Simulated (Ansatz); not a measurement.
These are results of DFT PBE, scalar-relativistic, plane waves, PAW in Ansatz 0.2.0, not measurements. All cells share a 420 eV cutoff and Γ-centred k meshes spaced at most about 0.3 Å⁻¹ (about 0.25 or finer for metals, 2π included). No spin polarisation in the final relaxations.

Formation energies are uncorrected and refer to the elements' standard structures at the same level (Cl₂ as a molecule).

A relaxed structure of Y3Cl4 has 23.98 Å³/atom, −1.43 eV/atom against the elements, no gap on its mesh:

```yaml
crystal:
  lattice:
    - [5.51618, 0.00000, 0.00000]
    - [0.00000, 5.51618, 0.00000]
    - [0.00000, 0.00000, 5.51618]
  atoms:
    - { symbol: Y, position: [0.50000, 0.50000, 0.00000] }
    - { symbol: Y, position: [0.00000, 0.50000, 0.50000] }
    - { symbol: Y, position: [0.50000, 0.00000, 0.50000] }
    - { symbol: Cl, position: [0.50000, 0.50000, 0.50000] }
    - { symbol: Cl, position: [0.50000, 0.00000, 0.00000] }
    - { symbol: Cl, position: [0.00000, 0.50000, 0.00000] }
    - { symbol: Cl, position: [0.00000, 0.00000, 0.50000] }
```

Task: Predict cell, energy and gap of Sr3Cl4 with the same space group and Wyckoff sites.

Result: Sr3Cl4 has a = 5.972 Å: 30.42 Å³/atom, −1.93 eV/atom against the elements, no gap on its mesh. The volume per atom changes by +26.9 % and the formation energy by -0.50 eV/atom (from unrounded values). Covalent radii: Y 1.90 Å, Sr 1.95 Å; electronegativities 1.22 and 0.95. The cell follows the size of the atom. Around Sr lie 6 Cl at 2.99 Å; Cl on a site of symmetry 4/mmm is surrounded by 4 Sr at 2.99 Å; around Cl on a site of symmetry m-3m lie 6 Sr at 2.99 Å.

```cif
data_structure
_symmetry_space_group_name_H-M 'Pm-3m'
_symmetry_Int_Tables_number 221
_cell_length_a 5.9715
_cell_length_b 5.9715
_cell_length_c 5.9715
_cell_angle_alpha 90.000
_cell_angle_beta 90.000
_cell_angle_gamma 90.000
_cell_volume 212.94
loop_
_atom_site_label
_atom_site_type_symbol
_atom_site_symmetry_multiplicity
_atom_site_Wyckoff_symbol
_atom_site_fract_x
_atom_site_fract_y
_atom_site_fract_z
_atom_site_occupancy
Sr1 Sr 3 d 0.50000 0.00000 0.00000 1
Cl1 Cl 3 c 0.00000 0.50000 0.50000 1
Cl2 Cl 1 a 0.00000 0.00000 0.00000 1
```

The two cells were relaxed from separate starts that ended on the same group and sites; neither need be the stable form of its compound. In Y3Cl4 Pm-3m an odd number of electrons in the primitive cell allows no gap without spin; a larger cell or a magnetic state could open one. Cells relaxed within their symmetry can be saddle points.
